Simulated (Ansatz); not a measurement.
Input file for Ansatz (an electronic-structure program):

Ansatz 0.2 input:
```yaml
crystal:
  lattice:
    - [5.0850540723, 0.0, 0.0]
    - [0.0, 3.3642831976, 0.0]
    - [0.0, 0.0, 5.5196413551]
  atoms:
    - { symbol: Ni, position: [0.0093643524, 0.25, 0.1873843517] }
    - { symbol: Ni, position: [0.4906356476, 0.75, 0.6873843517] }
    - { symbol: Ni, position: [0.5093643524, 0.25, 0.3126156483] }
    - { symbol: Ni, position: [0.9906356476, 0.75, 0.8126156483] }
    - { symbol: Si, position: [0.3211780398, 0.75, 0.0871676498] }
    - { symbol: Si, position: [0.1788219602, 0.25, 0.5871676498] }
    - { symbol: Si, position: [0.8211780398, 0.75, 0.4128323502] }
    - { symbol: Si, position: [0.6788219602, 0.25, 0.9128323502] }
kpoints:
  mp_grid: { grid: [12, 17, 11] }
hamiltonian:
  xc: pbesol
  pseudopotentials: { kind: paw }
scf:
  occupations: { method: fermi_dirac, width: 0.1 }
elastic: { mode: relaxed_ion, stencil: two_point, amplitude: 0.005, f_tol: 0.0005 }
```

Output (shortened):

```
Pseudopotential: Ni, paw, valence charge 18
Pseudopotential: Si, paw, valence charge 4
Functional definition: PBEsol
Crystal: 8 atoms, lattice volume = 94.428 Å³
Basis set: ecut = 420 eV, 1845 PW (Γ), exchange–correlation on 72×48×80 points (8 copies of the dense FFT grid, shifted against one another)
Bands: 53, of which v1, the nominal top of the filled ones, is band 44 counted from 1 (43 counted from 0)
Symmetry: 8 space group operations
Space group: Pnma (ITA 62), of the structure as read, at distance tolerance 4.6e-5 Å
k-points: 378 of 2244
SCF 1 converged in 11 iterations: F = -25710.623020 eV  dr2 = 6.52e-14
relax step   1: F+E_penalty+E_count = -25710.62301989 eV  Δ(F+E_penalty+E_count) = +0.000e0 eV  max|allowed force component| = 4.427e-3 eV/Å  Δτ_max = 0.0000 Å  (11 SCF iters, accepted)
Crystal: 8 atoms, lattice volume = 94.428 Å³
SCF 2 converged in 11 iterations: F = -25710.623030 eV  dr2 = 1.29e-14
relax step   2: F+E_penalty+E_count = -25710.62303014 eV  Δ(F+E_penalty+E_count) = -1.025e-5 eV  max|allowed force component| = 2.394e-3 eV/Å  Δτ_max = 0.0003 Å  (11 SCF iters, accepted)
Crystal: 8 atoms, lattice volume = 94.428 Å³
SCF 3 converged in 8 iterations: F = -25710.623034 eV  dr2 = 6.00e-14
relax step   3: F+E_penalty+E_count = -25710.62303447 eV  Δ(F+E_penalty+E_count) = -4.327e-6 eV  max|allowed force component| = 3.719e-4 eV/Å  Δτ_max = 0.0004 Å  (8 SCF iters, accepted)
Crystal: 8 atoms, lattice volume = 94.428 Å³
SCF 4 converged in 14 iterations: F = -25710.623034 eV  dr2 = 7.24e-18
Crystal: 8 atoms, lattice volume = 93.955 Å³
Basis set: ecut = 420 eV, 1833 PW (Γ), exchange–correlation on 72×48×80 points (8 copies of the dense FFT grid, shifted against one another)
SCF 5 converged in 13 iterations: F = -25710.619254 eV  dr2 = 5.96e-15
relax step   1: F+E_penalty+E_count = -25710.61925384 eV  Δ(F+E_penalty+E_count) = +0.000e0 eV  max|allowed force component| = 1.765e-2 eV/Å  Δτ_max = 0.0000 Å  (13 SCF iters, accepted)
Crystal: 8 atoms, lattice volume = 93.955 Å³
SCF 6 converged in 9 iterations: F = -25710.619385 eV  dr2 = 3.58e-14
relax step   2: F+E_penalty+E_count = -25710.61938546 eV  Δ(F+E_penalty+E_count) = -1.316e-4 eV  max|allowed force component| = 1.525e-3 eV/Å  Δτ_max = 0.0018 Å  (9 SCF iters, accepted)
Crystal: 8 atoms, lattice volume = 93.955 Å³
SCF 7 converged in 7 iterations: F = -25710.619386 eV  dr2 = 2.48e-14
relax step   3: F+E_penalty+E_count = -25710.61938607 eV  Δ(F+E_penalty+E_count) = -6.056e-7 eV  max|allowed force component| = 8.787e-5 eV/Å  Δτ_max = 0.0002 Å  (7 SCF iters, accepted)
Crystal: 8 atoms, lattice volume = 93.955 Å³
SCF 8 converged in 13 iterations: F = -25710.619386 eV  dr2 = 0.0
Crystal: 8 atoms, lattice volume = 94.900 Å³
Basis set: ecut = 420 eV, 1857 PW (Γ), exchange–correlation on 72×48×80 points (8 copies of the dense FFT grid, shifted against one another)
SCF 9 converged in 13 iterations: F = -25710.622268 eV  dr2 = 1.70e-14
relax step   1: F+E_penalty+E_count = -25710.62226780 eV  Δ(F+E_penalty+E_count) = +0.000e0 eV  max|allowed force component| = 1.760e-2 eV/Å  Δτ_max = 0.0000 Å  (13 SCF iters, accepted)
Crystal: 8 atoms, lattice volume = 94.900 Å³
SCF 10 converged in 9 iterations: F = -25710.622398 eV  dr2 = 4.95e-14
relax step   2: F+E_penalty+E_count = -25710.62239763 eV  Δ(F+E_penalty+E_count) = -1.298e-4 eV  max|allowed force component| = 1.428e-3 eV/Å  Δτ_max = 0.0020 Å  (9 SCF iters, accepted)
Crystal: 8 atoms, lattice volume = 94.900 Å³
[...]
relax step   1: F+E_penalty+E_count = -25710.62198390 eV  Δ(F+E_penalty+E_count) = +0.000e0 eV  max|allowed force component| = 6.972e-3 eV/Å  Δτ_max = 0.0000 Å  (10 SCF iters, accepted)
Crystal: 8 atoms, lattice volume = 94.427 Å³
SCF 46 converged in 8 iterations: F = -25710.621993 eV  dr2 = 2.36e-14
relax step   2: F+E_penalty+E_count = -25710.62199319 eV  Δ(F+E_penalty+E_count) = -9.289e-6 eV  max|allowed force component| = 1.344e-3 eV/Å  Δτ_max = 0.0005 Å  (8 SCF iters, accepted)
Crystal: 8 atoms, lattice volume = 94.427 Å³
SCF 47 converged in 11 iterations: F = -25710.621994 eV  dr2 = 7.65e-19
relax step   3: F+E_penalty+E_count = -25710.62199355 eV  Δ(F+E_penalty+E_count) = -3.580e-7 eV  max|allowed force component| = 1.655e-5 eV/Å  Δτ_max = 0.0001 Å  (11 SCF iters, accepted)
Crystal: 8 atoms, lattice volume = 94.427 Å³
SCF 48 converged in 14 iterations: F = -25710.621994 eV  dr2 = 0.0
Crystal: 8 atoms, lattice volume = 94.427 Å³
SCF 49 converged in 11 iterations: F = -25710.621984 eV  dr2 = 3.47e-15
relax step   1: F+E_penalty+E_count = -25710.62198390 eV  Δ(F+E_penalty+E_count) = +0.000e0 eV  max|allowed force component| = 6.972e-3 eV/Å  Δτ_max = 0.0000 Å  (11 SCF iters, accepted)
Crystal: 8 atoms, lattice volume = 94.427 Å³
SCF 50 converged in 8 iterations: F = -25710.621994 eV  dr2 = 4.11e-14
relax step   2: F+E_penalty+E_count = -25710.62199352 eV  Δ(F+E_penalty+E_count) = -9.618e-6 eV  max|allowed force component| = 3.472e-4 eV/Å  Δτ_max = 0.0006 Å  (8 SCF iters, accepted)
Crystal: 8 atoms, lattice volume = 94.427 Å³
SCF 51 converged in 14 iterations: F = -25710.621994 eV  dr2 = 0.0
SCF converged after 14 iterations
Stability not checked: this state was not tested for a lower state beside it, because too few of the mixer's solves of this state at the end of the SCF gave a …
Free energy (F): -25710.623034 eV
Harris-Foulkes:  -25710.623034 eV  (|F-HF|=3.64e-12)
Internal energy: -25710.553687 eV  (E = F + TS)
E sigma→0 (E₀):  -25710.588361 eV
Entropy (-TS):   -0.069347 eV (-8.668 meV/atom)
Fermi energy:    15.090211 eV
--- Per-component energies (eV) ---
  E_band       = -1273.738454
  E_kinetic    = 1316.168529
  E_local      = -17713.763577  (includes V_loc(G=0)·N_el)
  E_nonlocal   = 2639.657975
  E_hartree    = 7612.442877
  E_xc         = -568.570441
  E_vxc        = -640.431504  (∫ρ·V_xc dr)
  E_paw        = -8372.835858  (= ΣΔE_a)
  E_vpaw       = -2100.257785  (= ΣTr[D̂ρ^β])
  E_aug_tail   = 0.002153  (compensation charges beyond the density's cutoff)
  E_ewald      = -10624.570744
  E_core_change = 0.915398  (= ΣΔE_core)
  E_smearing   = -0.069347  (= −TS)
  E_closure    =  0.000000  (closes the sum)
  Σ components = -25710.623034   (vs F -25710.623034, Δ=0.00e0)
--- Forces (eV/Å), atoms counted from 1 ---
  atom   1  Ni     0.00002761     0.00000000     0.00022099
  atom   2  Ni    -0.00002761     0.00000000     0.00022099
  atom   3  Ni     0.00002761     0.00000000    -0.00022099
  atom   4  Ni    -0.00002761     0.00000000    -0.00022099
  atom   5  Si     0.00002733     0.00000000    -0.00037195
  atom   6  Si    -0.00002733     0.00000000    -0.00037195
  atom   7  Si     0.00002733     0.00000000     0.00037195
  atom   8  Si    -0.00002733     0.00000000     0.00037195
  max |Σ_I F_I| component: 2.43e-17 eV/Å
--- Stress (GPa, compression-positive) ---
        0.505228       0.000000       0.000000
        0.000000      -0.103146       0.000000
        0.000000       0.000000      -0.212563
  P = ⅓ Tr σ = 0.0632 GPa (0.632 kbar)
--- Band table (eV; the first three rows and the last of 378) ---
  k-point 0: bands = ["-88.6053", "-88.6009", "-88.6000", "-88.5956", "-49.2165", "-49.2093", "-49.1937", "-49.1798", "-49.1502", "-49.1466", "-49.1447", "-49.1387", "-49.1256", "-49.1197", "-49.0990", "-49.0958", "1.8450", "5.3937", "6.5314", "7.2087", …
  k-point 1: bands = ["-88.6053", "-88.6013", "-88.5996", "-88.5957", "-49.2163", "-49.2095", "-49.1934", "-49.1801", "-49.1501", "-49.1466", "-49.1446", "-49.1389", "-49.1255", "-49.1197", "-49.0990", "-49.0959", "1.8842", "5.1630", "6.6987", "7.2269", …
  k-point 2: bands = ["-88.6051", "-88.6019", "-88.5990", "-88.5958", "-49.2160", "-49.2101", "-49.1924", "-49.1809", "-49.1498", "-49.1468", "-49.1443", "-49.1393", "-49.1250", "-49.1200", "-49.0988", "-49.0961", "2.0013", "4.6924", "7.0036", "7.2803", …
  k-point 377: bands = ["-88.6006", "-88.6006", "-88.6002", "-88.6002", "-49.2027", "-49.2027", "-49.2004", "-49.2004", "-49.1351", "-49.1351", "-49.1336", "-49.1336", "-49.1217", "-49.1217", "-49.1215", "-49.1215", "6.0967", "6.0967", "6.5039", "6.5039", …
--- Elastic constants: 6 strain directions × 2 members + reference (group order 8) ---
  dense FFT box of the reference and of every strained cell: 36×24×40
  strains applied: 11, 22, 33, 23, 13, 12; error gains …
  reference relaxed by the batch: 3 steps …
  largest displacement 7.4e-4 Å; the constants are those of the deck's cell at these positions:
  atoms:
    - { symbol: Ni, position: [0.009441508210106423, 0.24999999999999997, 0.18729562115011586] }
    - { symbol: Ni, position: [0.4905584917898936, 0.75, 0.6872956211501158] }
    - { symbol: Ni, position: [0.5094415082101064, 0.24999999999999997, 0.31270437884988406] }
    - { symbol: Ni, position: [0.9905584917898934, 0.75, 0.8127043788498839] }
    - { symbol: Si, position: [0.321307858959518, 0.75, 0.08710619246785332] }
    - { symbol: Si, position: [0.17869214104048192, 0.24999999999999997, 0.5871061924678532] }
    - { symbol: Si, position: [0.8213078589595182, 0.75, 0.41289380753214655] }
    - { symbol: Si, position: [0.6786921410404819, 0.24999999999999997, 0.9128938075321463] }
  C = ∂σ_k/∂η_j (tension-positive GPa; Voigt order 11 22 33 23 13 12):
       291.242    181.567    104.953      0.000      0.000      0.000
       180.924    244.954    159.219      0.000      0.000      0.000
       104.219    159.116    241.540      0.000      0.000      0.000
         0.000      0.000      0.000    115.553      0.000      0.000
         0.000      0.000      0.000      0.000    142.683      0.000
         0.000      0.000      0.000      0.000      0.000    141.269
  reference stress σ⁰ (GPa):     -0.505      0.103      0.213      0.000      0.000      0.000
  moduli (Voigt/Reuss/Hill, GPa): K = 185.30/181.06/183.18   G = 102.08/72.44/87.26   E = 225.92   ν = 0.294
  mechanically stable: yes (min eigenvalue of sym C = 59.07 GPa)
  strain η (Voigt 11):  stress-route row diagonal C_11 = 291.24 GPa, energy-path curvature d²(F+E_count+ΔE)/dδ²/Ω₀ = 291.22 GPa
         δ    σ_11 (GPa)             F (eV)   n_scf  n_hpsi   n_pw
    -5.000e-3      -1.9830      -25710.6193861      13  389500   1852   relax 3 steps, max|allowed force component| 8.79e-5 eV/Å
     5.000e-3       0.9294      -25710.6223983      14  408291   1878   relax 3 steps, max|allowed force component| 1.17e-4 eV/Å
  strain η (Voigt 22):  stress-route row diagonal C_22 = 244.95 GPa, energy-path curvature d²(F+E_count+ΔE)/dδ²/Ω₀ = 244.98 GPa
         δ    σ_22 (GPa)             F (eV)   n_scf  n_hpsi   n_pw
    -5.000e-3      -1.1278      -25710.6215343      14  408360   1855   relax 3 steps, max|allowed force component| 2.04e-4 eV/Å
     5.000e-3       1.3218      -25710.6209237      14  408598   1876   relax 3 steps, max|allowed force component| 1.98e-5 eV/Å
  strain η (Voigt 33):  stress-route row diagonal C_33 = 241.54 GPa, energy-path curvature d²(F+E_count+ΔE)/dδ²/Ω₀ = 241.58 GPa
         δ    σ_33 (GPa)             F (eV)   n_scf  n_hpsi   n_pw
    -5.000e-3      -1.0142      -25710.6218611      14  408798   1855   relax 3 steps, max|allowed force component| 1.51e-4 eV/Å
     5.000e-3       1.4012      -25710.6206465      14  408575   1874   relax 3 steps, max|allowed force component| 5.66e-5 eV/Å
  strain η (Voigt 23):  stress-route row diagonal C_44 = 115.55 GPa, energy-path curvature d²(F+E_count+ΔE)/dδ²/Ω₀ = 115.50 GPa
         δ    σ_23 (GPa)             F (eV)   n_scf  n_hpsi   n_pw
    -5.000e-3      -0.5778      -25710.6221831      14  710531   1862   relax 3 steps, max|allowed force component| 7.88e-5 eV/Å
     5.000e-3       0.5778      -25710.6221831      13  673834   1862   relax 3 steps, max|allowed force component| 1.19e-4 eV/Å
  strain η (Voigt 13):  stress-route row diagonal C_55 = 142.68 GPa, energy-path curvature d²(F+E_count+ΔE)/dδ²/Ω₀ = 142.78 GPa
         δ    σ_13 (GPa)             F (eV)   n_scf  n_hpsi   n_pw
    -5.000e-3      -0.7134      -25710.6219836      14  651030   1863   relax 3 steps, max|allowed force component| 2.58e-4 eV/Å
     5.000e-3       0.7134      -25710.6219836      14  651060   1863   relax 3 steps, max|allowed force component| 9.03e-5 eV/Å
  strain η (Voigt 12):  stress-route row diagonal C_66 = 141.27 GPa, energy-path curvature d²(F+E_count+ΔE)/dδ²/Ω₀ = 141.38 GPa
         δ    σ_12 (GPa)             F (eV)   n_scf  n_hpsi   n_pw
    -5.000e-3      -0.7063      -25710.6219935      14  667301   1863   relax 3 steps, max|allowed force component| 1.66e-5 eV/Å
     5.000e-3       0.7064      -25710.6219935      14  667303   1863   relax 2 steps, max|allowed force component| 3.47e-4 eV/Å
```

Cost: around 2.9 core-hours (rough) on shared cores.

The PBEsol relaxation kept the symmetry of its start. The run is not spin-polarised. As this level gives no gap, shear constants depend on the k-mesh and smearing (Fermi–Dirac, 0.1 eV here). On the denser mesh and wider smearing of the elastic run this cell carries a stress of 0.5 GPa.

Potentials: the later of the program's two PAW sets.

Ansatz is a plane-wave DFT program.
